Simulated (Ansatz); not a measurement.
Relaxed-ion elastic tensor of Ta (bcc (W type), Im-3m) in GPa (Voigt order), plane-wave PAW PBEsol (Ansatz code); density 17.01 g/cm³, 17.67 Å³ per atom.

```
 286   168   168   0.0   0.0   0.0
 168   286   168   0.0   0.0   0.0
 168   168   286   0.0   0.0   0.0
 0.0   0.0   0.0  74.8   0.0   0.0
 0.0   0.0   0.0   0.0  74.8   0.0
 0.0   0.0   0.0   0.0   0.0  74.8
```

### Question
Is the crystal mechanically stable?

### Answer
Yes: the smallest eigenvalue of C is 74.8 GPa.

### Question
Work out the Voigt, Reuss and Hill averages.

### Answer
K_V = 208, K_R = 208, K_H = 208; G_V = 68.5, G_R = 67.5, G_H = 68.0 GPa.

### Question
Give Young's modulus, Poisson's ratio, Pugh's ratio and the universal anisotropy index.

### Answer
E = 9KG/(3K + G) = 184 GPa; ν = 0.35; K/G = 3.05 (ductile by the Pugh limit of 1.75); A_U = 5G_V/G_R + K_V/K_R − 6 = 0.07.

### Question
Estimate the sound speeds and the Debye temperature.

### Answer
v_l = √((K + 4G/3)/ρ) = 4190 m/s, v_t = √(G/ρ) = 2000 m/s, mean 2250 m/s; Θ = (h/k)(3n/4πV)^(1/3) v_m = 257 K.

### Question
Give the Zener ratio and Young's modulus along [100], [110] and [111].

### Answer
A = 2C44/(C11 − C12) = 1.27; 1/E = S11 − 2(S11 − S12 − S44/2)Γ with Γ = 0, 1/4, 1/3 gives 162, 189, 200 GPa.

### Question
Solve the Christoffel equation for the three sound speeds along [100], [110], [111].

### Answer
Eigenvalues of C_ijkl n_j n_l equal ρv². In km/s, slowest first: [100] 2.10, 2.10, 4.10; [110] 1.86, 2.10, 4.21; [111] 1.94, 1.94, 4.25.

The PBEsol relaxation kept the symmetry of its start. The run is not spin-polarised. As this level gives no gap, shear constants depend on the k-mesh and smearing (Fermi–Dirac, 0.1 eV here). Spin–orbit coupling is left out wherever it is not named.

Potentials: the later of the program's two PAW sets.
